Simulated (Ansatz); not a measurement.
**Moving the pressure in CdF2**

The cell as given:

It takes space group Fm-3m (No. 225, cubic). The conventional cell has a = 5.388 Å, b = 5.388 Å, c = 5.388 Å, α = 90.00°, β = 90.00°, γ = 90.00°. Cd (site symmetry m-3m) has 8 F at 2.33 Å as nearest neighbours. Around F (site symmetry -43m) lie 4 Cd at 2.33 Å.

Kept alike: task relaxation of cell and atoms; functional PBEsol; k mesh 9 × 9 × 9; occupations fermi-dirac, width 0.05 eV; no spin polarisation. Program: Ansatz, all-electron LAPW, scalar-relativistic. The mesh is that of the run's cell of 3 atoms. No spin-orbit coupling.

| run | volume (Å³/atom) |
| --- | --- |
| A | 12.477 |
| B | 13.008 |
| C | 11.383 |
| D | 12.048 |

The relaxations keep at least the cell's symmetry (Fm-3m). Runs of this series that gave no sound value for these columns are left out. The runs follow the start's structure, whether or not it is the stable one at these pressures. P is the pressure aimed at, which the runs meet within some hundredths to tenths of a GPa.

Task: The runs differ in the pressure alone: 0; 5; 10; 20 GPa. Which run is which?

Result: Run A is 5 GPa; run B is 0 GPa; run C is 20 GPa; run D is 10 GPa. The volume falls from 13.008 to 11.383 Å³/atom between 0 and 20 GPa. The volume falls ever more slowly, since the solid stiffens under load. At the pressures aimed at, which the runs meet within some tenths of a GPa, the step from 0 to 5 GPa gives a mean bulk modulus near 120 GPa, the last step 176 GPa.
